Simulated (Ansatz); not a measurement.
CrRh3 (Pm-3m); spiral at 0.5 of the way from Γ to M.

```yaml
crystal:
  lattice:
    - [3.79055, 0.00000, 0.00000]
    - [0.00000, 3.79055, 0.00000]
    - [0.00000, 0.00000, 3.79055]
  atoms:
    - { symbol: Cr, position: [0.00000, 0.00000, 0.00000] }
    - { symbol: Rh, position: [0.00000, 0.50000, 0.50000] }
    - { symbol: Rh, position: [0.50000, 0.50000, 0.00000] }
    - { symbol: Rh, position: [0.50000, 0.00000, 0.50000] }
```

The source of the geometry is a structure from the Materials Project; atoms and cell stay fixed.

Settings: PBEsol, 8×8×8 k mesh, Fermi–Dirac smearing of 0.05 eV, spiral q = (0.2500, 0.2500, 0.0000). PAW means Ansatz 0.2.0 on its default frozen-core files. Site moments are integrated in spheres about the atoms. Start moments (μB): Cr1 1.8, Rh2 -0.2, Rh3 -0.2, Rh4 -0.2.

Iteration by iteration:

```json
{"iteration": "1", "Harris–Foulkes energy less the last (meV)": "-4031.733", "density residual (eV)": "1.9e+01", "∫|m| (μB)": "1.8643"}
{"iteration": "2", "Harris–Foulkes energy less the last (meV)": "-1529.057", "density residual (eV)": "9.0e+00", "∫|m| (μB)": "1.5289"}
{"iteration": "3", "Harris–Foulkes energy less the last (meV)": "-742.057", "density residual (eV)": "8.3e+00", "∫|m| (μB)": "1.9231"}
{"iteration": "4", "Harris–Foulkes energy less the last (meV)": "16.709", "density residual (eV)": "7.6e-01", "∫|m| (μB)": "1.8339"}
{"iteration": "5", "Harris–Foulkes energy less the last (meV)": "-66.261", "density residual (eV)": "2.0e+00", "∫|m| (μB)": "2.0224"}
{"iteration": "6", "Harris–Foulkes energy less the last (meV)": "8.637", "density residual (eV)": "1.1e-02", "∫|m| (μB)": "1.9692"}
{"iteration": "7", "Harris–Foulkes energy less the last (meV)": "5.835", "density residual (eV)": "2.7e-02", "∫|m| (μB)": "1.9969"}
{"iteration": "8", "Harris–Foulkes energy less the last (meV)": "3.486", "density residual (eV)": "2.1e-02", "∫|m| (μB)": "1.9867"}
{"iteration": "9", "Harris–Foulkes energy less the last (meV)": "3.511", "density residual (eV)": "2.0e-02", "∫|m| (μB)": "2.0246"}
{"iteration": "10", "Harris–Foulkes energy less the last (meV)": "3.695", "density residual (eV)": "5.0e-04", "∫|m| (μB)": "2.0197"}
{"iteration": "11", "Harris–Foulkes energy less the last (meV)": "2.004", "density residual (eV)": "1.5e-04", "∫|m| (μB)": "2.0574"}
{"iteration": "12", "Harris–Foulkes energy less the last (meV)": "0.163", "density residual (eV)": "3.8e-05", "∫|m| (μB)": "2.1498"}
{"iteration": "13", "Harris–Foulkes energy less the last (meV)": "0.012", "density residual (eV)": "3.4e-05", "∫|m| (μB)": "2.1866"}
{"iteration": "14", "Harris–Foulkes energy less the last (meV)": "0.001", "density residual (eV)": "2.0e-05", "∫|m| (μB)": "2.1876"}
{"iteration": "15", "Harris–Foulkes energy less the last (meV)": "0.000", "density residual (eV)": "4.8e-06", "∫|m| (μB)": "2.1910"}
{"iteration": "16", "Harris–Foulkes energy less the last (meV)": "0.000", "density residual (eV)": "6.5e-07", "∫|m| (μB)": "2.1912"}
{"iteration": "17", "Harris–Foulkes energy less the last (meV)": "0.000", "density residual (eV)": "2.6e-07", "∫|m| (μB)": "2.1914"}
{"iteration": "18", "Harris–Foulkes energy less the last (meV)": "0.000", "density residual (eV)": "1.8e-08", "∫|m| (μB)": "2.1916"}
```

Site moments (μB): Cr1 1.72, Rh2 -0.10, Rh3 -0.10, Rh4 -0.10. Cell moment 1.46 μB in the turning frame.

The PAW files were made with PBE; the program remakes their cores once for the run's functional and then keeps them frozen. The Ansatz runs typed with the search for lower states off end where their start leads. These are results for the start and cell typed. The real compound can order otherwise, in a larger cell, or not at all, since semilocal functionals without spin fluctuations often overstate magnetism; near a collapse of the moment, mesh and smearing move it by tens of per cent.
